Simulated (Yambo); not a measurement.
```
CELL_PARAMETERS angstrom
      2.70783     0.00000     0.00000
     -1.35392     2.34505     0.00000
      0.00000     0.00000     4.26810
ATOMIC_POSITIONS crystal
  Ru 0.33333 0.66667 0.25000
  Ru 0.66667 0.33333 0.75000
```

The geometry is that of Materials Project entry mp-33, symmetrised and not relaxed again.

Where are the main features of Im ε from RPA with local fields on PBEsol bands (Yambo; 21×21×12 mesh, 46 bands, 4 Ry local-field block, 0.25 eV broadening; field along x)?

Peaks at 2.1 eV (55), heights in brackets. Only interband transitions are included: the Drude term is missing, so nothing below about 0.6 eV and no real part is shown. Peak heights and small wiggles depend on the k mesh. 

Spin-orbit coupling is not included.
